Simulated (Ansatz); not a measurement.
HfSO:
```
CELL_PARAMETERS angstrom
      5.68060     0.00000     0.00000
      0.00000     5.68060     0.00000
      0.00000     0.00000     5.68060
ATOMIC_POSITIONS crystal
  Hf 0.67995 0.82005 0.17995
  Hf 0.82005 0.17995 0.67995
  Hf 0.17995 0.67995 0.82005
  Hf 0.32005 0.32005 0.32005
  S  0.91880 0.41880 0.08120
  S  0.58120 0.58120 0.58120
  S  0.41880 0.08120 0.91880
  S  0.08120 0.91880 0.41880
  O  0.40481 0.59519 0.09519
  O  0.09519 0.40481 0.59519
  O  0.90481 0.90481 0.90481
  O  0.59519 0.09519 0.40481
```

Relaxed with r²SCAN. Plane-wave PAW r²SCAN (Ansatz code) gives a gap of 3.29 eV.

Question: What gap does HSE06 give on the same cell (Ansatz, PAW)?

Answer: 4.01 eV, 0.72 eV more. The hybrid was solved on a coarser mesh and at special points; the gap given is the minimum over both.

```
k  v1 r²SCAN  c1 r²SCAN  v1 HSE06  c1 HSE06
-  ---------  ---------  --------  --------
Γ       0.00       4.16       [?]       [?]
R      -0.71       3.42       [?]       [?]
M      -0.69       3.87     -0.73      4.61
X      -0.43       4.04       [?]       [?]
```

Question: Top valence (v1) and lowest conduction level (c1) in eV from each method's valence maximum (which need not be a listed point): supply the withheld HSE06 values.

Answer: 
- X, v1 HSE06: -0.48
- X, c1 HSE06: 4.81
- Γ, v1 HSE06: 0.00
- Γ, c1 HSE06: 4.98
- R, v1 HSE06: -0.76
- R, c1 HSE06: 4.14

Cost on shared cores: the r²SCAN run (SCF on a 5×5×5 mesh, then bands and DOS) around 6 core-minutes (rough), the HSE06 run (SCF on 3×3×3, then a few points) around 7 core-minutes (rough); the tasks are unlike.

Space group P2_13. The first step of the workflow began from a Materials Project structure, measured or hypothetical; the Crystallography Open Database copy checked does not list it. Whether it is the stable phase at ambient conditions was not checked. Symmetry was held in the r²SCAN relaxation; whether a distortion lowers the energy is not shown. The run is not spin-polarised. Scalar-relativistic: spin–orbit coupling is off unless named, which matters more the heavier the elements.

Potentials: the later of the program's two PAW sets.
